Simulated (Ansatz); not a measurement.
The start is a relaxed GaSb cell with every coordinate shifted by Gaussian noise of σ = 0.2 Å. A full variable-cell relaxation at zero pressure is run with r2SCAN (plane waves to 500 eV, PAW, scalar-relativistic; Ansatz, a quantum-chemistry and plane-wave program). The first steps use a coarse 9×9×9 k-mesh.

Starting cell:
```yaml
crystal:
  lattice:
    - [0.00000, 3.06622, 3.06622]
    - [3.06622, 0.00000, 3.06622]
    - [3.06622, 3.06622, 0.00000]
  atoms:
    - { symbol: Sb, position: [0.73922, 0.73642, 0.75988] }
    - { symbol: Ga, position: [0.07183, 0.94699, 0.98909] }
```

Q: By how much does the energy per atom fall from start to end?

A: 0.23 eV/atom.

Q: How do the shortest distances between atoms change?

A: The closest pairs of elements (up to four, under 3.6 Å), start → end: Ga–Sb 2.36 → 2.66 Å.

Q: Is the relaxed structure metallic? Give its gap.

A: 0.41 eV, direct at Γ (no spin-orbit coupling).

Final values are on a 13×13×13 k-mesh of the relaxed cell. No spin polarisation in the result. Without spin-orbit coupling the bands of the heavy element are not split, so the gap can be far off.
